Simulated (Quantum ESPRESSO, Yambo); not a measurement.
At a photon energy of 8.12 eV, RPA with local fields on PBEsol bands shifted by a G0W0 scissor of 2.85 eV (Quantum ESPRESSO and Yambo; 4×4×4 mesh, 128 bands, 3 Ry local-field block, 0.2 eV broadening) gives ε = 3.03 + 0.42i for Na2CO3 (space group C2/m, No. 12), field along x. Axes are Cartesian, with cell vectors (Å) (4.59, -2.64, 0.00), (4.59, 2.64, 0.00), (-0.62, 0.00, 6.25).

Work out n, κ, the normal-incidence reflectivity, the absorption coefficient and the penetration depth.


|ε| = 3.06; n = √((|ε| + ε1)/2) = 1.74, κ = √((|ε| − ε1)/2) = 0.12. R = ((n − 1)² + κ²)/((n + 1)² + κ²) = 0.08. α = 2Eκ/(ħc) with ħc = 197.327 eV nm: 0.0099 per nm = 0.99 × 10⁵ per cm, a 1/e depth of 100 nm. The computed direct gap is 6.14 eV, and the energy scale of the real crystal may differ from it. Excitonic effects are left out, and values at one energy depend on mesh and broadening. The scissor comes from a G0W0 run whose convergence isn't established. Convergence of the RPA response with its 4×4×4 mesh was not tested.

Geometry of the Materials Project entry, not relaxed at this level; primitive cell a = b = 5.2951 Å, c = 6.2852 Å, α = β = 94.93°, γ = 59.88°.
